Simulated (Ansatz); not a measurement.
All-electron LAPW in Ansatz 0.2.0 under PBE, scalar-relativistic, energies extrapolated to zero smearing. Slabs are 1×1 cells cut from bulk crystals relaxed on PAW files, with atoms then relaxed, 16 to 20 Å of vacuum, a dipole correction, k spacings of 0.16 to 0.26 Å⁻¹ and smearing of 0.02 to 0.1 eV, without spin–orbit coupling; Cr, Mn, Fe, Co, Ni, Eu and Gd start ferromagnetic, the others run without spin. The bulk type named needn't be the stable one, and no reconstruction is allowed.

```csv
slab,area (Å²),γ (J/m²),Φ (eV),Δd12 (%)
"hcp Mg (0001), 6 layers",8.87,?,3.71,1.5
"hcp Co (0001), 5 layers",5.38,2.15,4.96,-2.7
"fcc Pt (100), 4 layers",7.88,?,5.63,-2.8
```

(1) Fill in "γ (J/m²)" for the row "hcp Mg (0001), 6 layers".

(2) Give the missing entry: row "fcc Pt (100), 4 layers", column "γ (J/m²)".

## Answers

(1) 0.57.

(2) 1.83.
